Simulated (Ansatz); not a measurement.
## Quasiparticle levels of LiCl (Fm-3m)

Method: G0W0@PBE, plasmon-pole screening, soft PAW set, first generation in Ansatz.

The input was:

```yaml
crystal:
  lattice:
    - [0.0, 2.57, 2.57]
    - [2.57, 0.0, 2.57]
    - [2.57, 2.57, 0.0]
  atoms:
    - { symbol: Li, position: [0, 0, 0] }
    - { symbol: Cl, position: [0.5, 0.5, 0.5] }
kpoints:
  mp_grid: { grid: [4, 4, 4], shift: [0, 0, 0] }
hamiltonian:
  xc: pbe
  pseudopotentials: { kind: paw }
scf:
  occupations: { method: fixed }
  convergence: { dr2_threshold: "1e-9 eV" }
  lower_state_search: "off"
output:
  forces: false
  stress: false
gw:
  n_empty_bands: 166
  ecut_chi: 113.3
  qp_bands: [v1, c1]
  qp_kpoints: [[0, 0, 0], [0, 0.5, 0.5], [0, 0, 0.5]]
  ecutfock_ratio: 2
```

The input is rewritten from the run's settings (development build, wave cutoff 420 eV).

Levels count from the highest filled Kohn-Sham level listed; ε_QP = ε_KS + Z(Σ − Vxc). VB is the top filled band, CB the lowest empty one. The wave cutoff came out at 420 eV.

```csv
k,band,ε_KS (eV),Σx − Vxc (eV),Σc (eV),Z,ε_QP (eV)
Γ,VB,0.00,-4.11,2.12,0.81,-1.60
Γ,CB,6.29,4.46,-3.52,0.85,7.09
L,VB,-0.25,-4.21,2.16,0.81,-1.90
L,CB,6.74,4.41,-3.40,0.85,7.60
X,VB,-1.09,-4.49,2.27,0.80,-2.86
X,CB,7.81,4.66,-3.47,0.85,8.83
```

The gap (direct at Γ) opens from 6.29 eV to 8.69 eV.

Electronic (ion-clamped) dielectric constant on this mesh, from the head of the inverse dielectric matrix: 2.8.

Soft PAW datasets can miss an all-electron G0W0 gap by more than 5 %. The mesh is coarse, so these are values at the stated settings, not converged ones. Band sums or response are cut, so the gap isn't at its basis limit.
